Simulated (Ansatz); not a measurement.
The numbers come from plane-wave PAW DFT (Ansatz): LDA, with U_eff = 1.35 eV on Fe d, U_eff = 2.3 eV on O p (all-electron-ortho-atomic projectors), no spin polarisation, 420 eV, 7×7×7 Γ-centred k points, fermi-dirac occupations (width 0.1 eV). Nothing was relaxed.

Computed maps in the lattice plane spanned by a (left to right, 5.60 Å, 17 points from zero) and b (bottom to top, 5.60 Å, 17 points from zero), 60° apart, at height 0.250 along c. The fields are smooth PAW ones with compensation charges, not the true ones near nuclei.

Valence density. Digits on a logarithmic scale: 0 up to 0.03 e/Å³, each further digit a factor of 1.6, 9 from 1.3 e/Å³ up:
```
66689996434699986
65689999633699998
75579999853589999
75457999953359999
75335799853235899
65444566653223566
44555544433333334
35678765333555533
35789987534689864
45798889754699996
64688668864699999
75579868975579999
75458988985457999
75345789875435788
65434567765434566
65555545554555556
66677764334677766
```

ELF. Ten even steps from '0' (0.00) to '9' (0.87):
```
22378998202899873
31378589711798587
61168538940498358
82028988960069889
83003899961016999
51000158740000478
11255211210010012
02799972001466410
03999999302799972
12995159921898898
51795005971598389
81299101992189559
83059955995038888
62005999995002677
31000279972000133
21123112321132112
22368851001588632
```

Task: The cell is BaFeO3. Which atoms lie within 0.2 Å of this plane, and where (fractions of a and b)?

Result: O at (0.83, 0.83), O at (0.33, 0.83), O at (0.83, 0.33), Ba at (0.33, 0.33). The whole cell:
```xyz
10
Lattice="2.7996 4.8490 0.0000 -2.7996 4.8490 0.0000 0.0000 0.0000 4.8279" Properties=species:S:1:pos:R:3 pbc="T T T"
O     0.0000    8.0816    1.2070
O    -1.3997    4.0408    3.6209
O    -1.3997    5.6571    1.2070
O     0.0000    1.6164    3.6209
O     1.3997    5.6571    1.2070
O     1.3997    4.0408    3.6209
Ba   -0.0003    3.2328    1.2070
Ba   -0.0003    6.4651    3.6209
Fe    0.0000    0.0000    0.0000
Fe    0.0000    0.0000    2.4139
```

Origin: a known structure type with other elements, at an estimated volume, so it need not be a known compound. Caveats: no spin polarisation, so a magnetic state may lie lower; atoms or cell far from equilibrium.
